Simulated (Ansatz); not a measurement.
System: HgTe (zinc blende type), 2 atoms in the cell.

```xyz
2
Lattice="0.0000 3.3300 3.3300 3.3300 0.0000 3.3300 3.3300 3.3300 0.0000" Properties=species:S:1:pos:R:3 pbc="T T T"
Hg    0.0000    0.0000    0.0000
Te    1.6650    1.6650    1.6650
```

Code and potentials: Ansatz all-electron PAW datasets made for this crystal, 240 eV. Settings: k-mesh 6×6×6 Γ-centred; Fermi–Dirac smearing of 0.02 eV; no spin polarisation; no spin–orbit coupling. For HSE06: exchange singularity: regularized.

Plain PBE gives:

* Pressure: -0.09 GPa

Problem. What changes under HSE06 (270 eV)?

Solution. The pressure drops by 1.435 GPa to -1.523 GPa.

Problem. What changes under r²SCAN?

Solution. The pressure goes down by 1.30 GPa to -1.39 GPa.

The stress includes the program's correction for the finite plane-wave basis.

The k-mesh is modest, so these values aren't fully converged in k.
